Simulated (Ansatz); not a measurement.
SnSO: relaxed-ion elastic tensor

Method: DFT LDA, scalar-relativistic, plane waves, PAW in Ansatz 0.2.0. Settings: 420 eV plane-wave cutoff, Γ-centred 12×12×4 mesh, Fermi-Dirac smearing of 0.15 eV. No spin polarisation.

Relaxed structure:
```
Sn S O
1.0
     3.41222    0.00000    0.00000
    -1.70611    2.95507    0.00000
     0.00000    0.00000   10.09742
Sn S O
2 2 2
Cartesian
  0.0000 1.9700 6.1014
  1.7061 0.9850 1.0527
  1.7061 0.9850 7.6260
  0.0000 1.9700 2.5773
  0.0000 0.0000 0.1566
  0.0000 0.0000 5.2053
```

The cell was built by swapping an element in a database structure (itself possibly hypothetical) and relaxing; it need not be the stable form of this composition. In a metal, frequencies and elastic constants depend on the k mesh and the smearing, soft modes and shear constants most. The crystal is built of layers and no dispersion correction was added, so the binding between them is poorly described, and with it their spacing and whatever depends on it. Spin–orbit coupling is left out, which matters for heavy elements. A semilocal functional can close a gap that the real compound has.

Question: Give the relaxed-ion elastic constants (GPa, Voigt order xx yy zz yz xz xy, on the axes of the cell above).

Answer:
```
184.1  59.5  26.2   0.0   0.0   0.0
 59.5 184.1  26.2   0.0   0.0   0.0
 26.2  26.2  33.5   0.0   0.0   0.0
  0.0   0.0   0.0   8.9   0.0   0.0
  0.0   0.0   0.0   0.0   8.9   0.0
  0.0   0.0   0.0   0.0   0.0  62.3
```

Question: Is the crystal stable against homogeneous strain?

Answer: Too close to call: the least eigenvalue is 8.9 GPa, within what the k mesh leaves open in a metal.

The bands only touch here, so at this level the crystal is a zero-gap semiconductor or semimetal, not an ordinary metal; spin–orbit coupling, left out, can open or move such a gap.